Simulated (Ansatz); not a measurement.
Data:

AlGaAs$_{2}$:
```yaml
crystal:
  lattice:
    - [4.05970, 0.00000, 0.00000]
    - [0.00000, 4.05970, 0.00000]
    - [0.00000, 0.00000, 5.72862]
  atoms:
    - { symbol: Ga, position: [0.00000, 0.00000, 0.00000] }
    - { symbol: As, position: [0.50000, 0.00000, 0.25162] }
    - { symbol: Al, position: [0.50000, 0.50000, 0.50000] }
    - { symbol: As, position: [0.00000, 0.50000, 0.74838] }
```

This is the PBE-relaxed structure. Tensor components refer to the Cartesian frame of this cell.

### Question
All from DFT-PBE in the program Ansatz with PAW potentials, unless another level is named. Predict the hole effective mass, band 1 of 2 at the edge.

### Answer
3.3 along x, 0.43 along z (mₑ).

### Question
And the formation energy from the elements (no fitted shifts)?

### Answer
-0.41 eV/atom.

### Question
Predict the gap with spin–orbit coupling.

### Answer
0.76 eV.

### Question
What about the electron effective mass?

### Answer
0.058, 0.058, 0.073 mₑ (principal values).

### Question
And the band gap?

### Answer
0.86 eV (direct).

### Question
Give the valence-band maximum.

### Answer
at Γ.

Space group P-4m2. The start of the workflow was typed in or built on a structure type; neither database checked (COD, Materials Project) lists it. Its standing as an ambient phase is unchecked. The PBE relaxation kept the symmetry of its start; whether a distortion lowers the energy is not shown. The references are the lowest solids computed at this level, not always the standard phases. Scalar-relativistic: spin–orbit coupling is off unless named, which matters more the heavier the elements.

Potentials: the later of the program's two PAW sets.
